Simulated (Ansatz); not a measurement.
Relaxed GaN (wurtzite):

```yaml
crystal:
  lattice:
    - [3.21838, 0.00000, 0.00000]
    - [-1.60919, 2.78720, 0.00000]
    - [0.00000, 0.00000, 5.24320]
  atoms:
    - { symbol: Ga, position: [0.66667, 0.33333, 0.00096] }
    - { symbol: Ga, position: [0.33333, 0.66667, 0.50096] }
    - { symbol: N, position: [0.66667, 0.33333, 0.62424] }
    - { symbol: N, position: [0.33333, 0.66667, 0.12424] }
```

The atoms are displaced by Q × the pattern below (from a DFPT mode at Γ, largest move 1; Q in Å), at fixed cell.

| atom | x | y | z |
|---|---|---|---|
| Ga1 | 0.000 | 0.000 | -0.201 |
| Ga2 | 0.000 | 0.000 | -0.201 |
| N3 | 0.000 | 0.000 | 1.000 |
| N4 | 0.000 | 0.000 | 1.000 |

Level of theory: PBE (plane waves to 420 eV, PAW, scalar-relativistic; Ansatz, an electronic-structure program). k mesh 12×12×6 (Γ-centred), Fermi-Dirac smearing 0.05 eV. E stands for the smeared free energy. GaN was relaxed with its symmetry unable to fall. ΔE is measured from the undisplaced structure.

```
Q (Å)   ΔE (meV/cell)
------  -------------
-0.280            635
-0.187            356
-0.093            110
0.000               0
0.093             165
0.187             805
0.280            2217
```

### Question
Which DFPT wavenumber at Γ belongs to this mode?
(A) 656 cm⁻¹
(B) 319 cm⁻¹
(C) 501 cm⁻¹
(D) 136 cm⁻¹

### Answer
C, 501 cm⁻¹. The curvature of the scan gives 501 cm⁻¹

(A displaced cell: forces are minus the slopes of the energy, force constants its curvatures, and phonons follow from these.)
